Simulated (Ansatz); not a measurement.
Ansatz 0.2.0, settings compared: Ag

The input file (Ansatz 0.2.0, plane waves):

```yaml
crystal:
  lattice:
    - [1.52991, 2.649879, 0.0]
    - [-1.52991, 2.649879, 0.0]
    - [0.0, 0.0, 9.908742]
  atoms:
    - { symbol: Ag, position: [0.0, 0.0, 0.0] }
    - { symbol: Ag, position: [0.0, 0.0, 0.5] }
    - { symbol: Ag, position: [0.33333, 0.33334, 0.75] }
    - { symbol: Ag, position: [0.66666, 0.66667, 0.25] }
  symmetry: { tolerance: 0.0003 }
kpoints:
  mp_grid: { grid: [7, 7, 2], shift: [0, 0, 0] }
magnetization:
  spin_polarized: false
scf:
  occupations: { method: cold, width: 0.0222 }
hamiltonian:
  pseudopotentials: { kind: paw }
  xc: r2scan
basis:
  ecutwfc: 500
output:
  forces: true
  stress: true
  eigenvalues: true
```

The command:

```bash
ansatz run input.yaml --threads 1 --pin off --max-ram 2560MiB --backend cpu --events-out ev --progress --plain --runs-dir out
```

Origin of the cell: a known structure type with other elements, at an estimated volume, so it need not be a known compound.

Output of this run (shortened):

```
Warning: the atoms were moved onto the symmetric positions of the space group found under crystal.symmetry.tolerance 3.0e-4 (fractional; no operation is sought that the atoms, as they stand i […]
Pseudopotentials: kind: paw
Pseudopotential: Ag, paw, valence charge 19, recommended cutoff 500 eV (meta_gga), Ag.paw.azcp
Functional definition: r2SCAN
  exchange = r2scan_x(k0 = k0, k1 = k1, a1 = a1)
  correlation = r2scan_c
Crystal: 4 atoms, lattice volume = 80.342 Å³
Basis set: ecut = 500 eV, 2077 PW (Γ), exchange–correlation on 96×96×300 points (64 copies of the dense FFT grid, shifted against one another)
Bands: 46, of which v1, the nominal top of the filled ones, is band 38 counted from 1 (37 counted from 0)
Symmetry: 24 space group operations
Space group: P63/mmc (ITA 194), of the structure as read, at distance tolerance 1.3e-3 Å
[… 4 lines left out …]
Initial density: superposition of atomic densities (neutral atoms: chi_scale 0, normalization atom), corrected by the library's trained network
Functional: x = r2scan, c = r2scan; τ floored in thin density (d = 2e-4 eV/Å³)
SCF iter   1: F=—  HF=-30415.420314 eV  Δρ=1.04e-2  dr2=8.80e-2  dr2_τ=2.80e-3
SCF iter   2: F=—  HF=-30415.400490 eV  S|Δr|=    0.00e0  Δρ=4.74e-3  dr2=1.03e-2  dr2_τ=1.99e-3  defer=46
SCF iter   3: F=—  HF=-30415.401284 eV  S|Δr|=    0.00e0  Δρ=1.94e-3  dr2=2.47e-3  dr2_τ=8.10e-5  defer=30
SCF iter   4: F=—  HF=-30415.401212 eV  S|Δr|=    0.00e0  Δρ=3.86e-4  dr2=6.15e-5  dr2_τ=8.32e-6  defer=30
SCF iter   5: F=—  HF=-30415.401283 eV  S|Δr|=    0.00e0  Δρ=7.07e-5  dr2=3.56e-6  dr2_τ=2.30e-7  defer=30
SCF iter   6: F=—  HF=-30415.401290 eV  S|Δr|=    0.00e0  Δρ=1.64e-5  dr2=1.80e-7  dr2_τ=1.13e-8  defer=30
SCF iter   7: F=-30415.401290 eV  HF=-30415.401290 eV  S|Δr|=    0.00e0  Δρ=9.88e-6  dr2=6.92e-8  dr2_τ=4.81e-9
SCF 1 converged in 7 iterations: F = -30415.401290 eV  dr2 = 6.92e-8
SCF converged after 7 iterations
Stability not checked: this state was not tested for a lower state beside it, because cold or Methfessel-Paxton smearing, or corrected tetrahedra, fill the levels in a way that the test cannot read (fill_not_monotonic; […]
Free energy (F): -30415.401290 eV
Harris-Foulkes:  -30415.401290 eV  (|F-HF|=2.36e-8)
Internal energy: -30415.400815 eV  (E = F + TS)
E sigma→0 (E₀):  -30415.401132 eV
Entropy (-TS):   -0.000475 eV (-0.119 meV/atom)
Fermi energy:    14.011209 eV
--- Per-component energies (eV) ---
  E_band       = -1243.049271
  E_kinetic    = 2106.267298
  E_local      = -9805.305663  (includes V_loc(G=0)·N_el)
  E_nonlocal   = 327.638322
  E_hartree    = 4405.345549
  E_xc         = -709.234725
  E_vxc        = -1045.118849  (∫ρ·V_xc dr)
  E_paw        = -15691.658759  (= ΣΔE_a)
  E_vpaw       = -1712.797926  (= ΣTr[D̂ρ^β])
  E_aug_tail   = 0.000260  (compensation charges beyond the density's cutoff)
  E_vtau       = 75.563044  (kinetic-family band-sum trace: ∫τ·v_τ [+ j·A + Jᵃ·Aᵃ] dr)
  E_ewald      = -11046.415854
  E_core_change = -2.037243  (= ΣΔE_core)
  E_smearing   = -0.000475  (= −TS)
  Σ components = -30415.401290   (vs F -30415.401290, Δ=0.00e0)
--- Forces (eV/Å), atoms counted from 1 ---
  atom   1  Ag     0.000000     0.000000     0.000000
  atom   2  Ag     0.000000     0.000000     0.000000
  atom   3  Ag     0.000000    -0.000000     0.000000
  atom   4  Ag    -0.000000     0.000000    -0.000000
  max |Σ_I F_I| component: 3.47e-18 eV/Å
--- Stress (GPa, compression-positive) ---
      -10.603968       0.000000       0.000000
        0.000000     -10.603968      -0.000000
        0.000000      -0.000000      -8.647290
  P = ⅓ Tr σ = -9.9517 GPa (-99.517 kbar)
```

The same input was run again with these changes:

1. `basis.ecutwfc` 500 → "300 eV"
2. `scf.lower_state_search` default → full; `kpoints.mp_grid.grid` [7, 7, 2] → [2, 2, 1]
3. `scf.lower_state_search` default → "off"

```csv
run,end,SCF iterations,P (GPa),max force component (eV/Å),moment (μB),ΔE(σ→0) (meV/atom)
base,converged,7,-9.95,0.000,–,0
1,converged,7,-10.11,0.000,–,122.36
2,converged,8,-3.19,0.000,–,1110.86
3,converged,7,-9.95,0.000,–,0.00
```

Energies are compared only where functional, datasets, charge and starting cell are the same.

Not properties of the system: run 1 (too coarse or loose: `basis.ecutwfc` = "300 eV"), run 2 (too coarse or loose: `kpoints.mp_grid.grid` = [2, 2, 1]).

Caveats of the base run: the k mesh is coarse if the cell is a metal.

Run 1: the cutoff lies below the datasets' advice.

Time of the base run: 6.1 s of wall time on 1 CPU thread(s) of a shared host, from the program's own first density.
